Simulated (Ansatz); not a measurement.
**What DFT gives for CrPb$_{2}$**

```
CELL_PARAMETERS angstrom
4.30857 0.00000 0.00000
2.15429 -7.79331 0.00000
0.00000 0.00000 -4.21388
ATOMIC_POSITIONS crystal
Pb 0.43000 0.14000 0.75000
Pb 0.57000 0.86000 0.25000
Cr 0.10000 0.80000 0.75000
Cr 0.90000 0.20000 0.25000
Pb 0.75000 0.50000 0.75000
Pb 0.25000 0.50000 0.25000
```

The numbers come from plane-wave PAW DFT (Ansatz): PBE, no spin polarisation, 420 eV, 8×8×8 Γ-centred k points, fermi-dirac occupations (width 0.1 eV). Nothing was relaxed.

Charges: Bader charges in e: Cr +0.38, Pb -0.27 to -0.11. In the mean Cr gives up most and Pb takes most.
Electronic structure: It is a metal, with about 15 states/eV a cell as the mean within 0.25 eV of the Fermi level, mostly Cr d (88 %).
Formation energy: 1.08 eV an atom against the elements' usual phases (free molecules for gases, crystals otherwise, with no correction for O₂ or N₂), so at this geometry it isn't bound against them. Relaxing would lower it.
Stress: The pressure is -0.5 GPa (compression positive), so with the atoms held at these fractions the cell would first shrink. The principal stresses -2.7, -1.0, 2.1 GPa differ, so its shape would change too.

Origin: a known structure type with other elements, at an estimated volume, so it need not be a known compound. Caveats: no spin polarisation, so a magnetic state may lie lower.
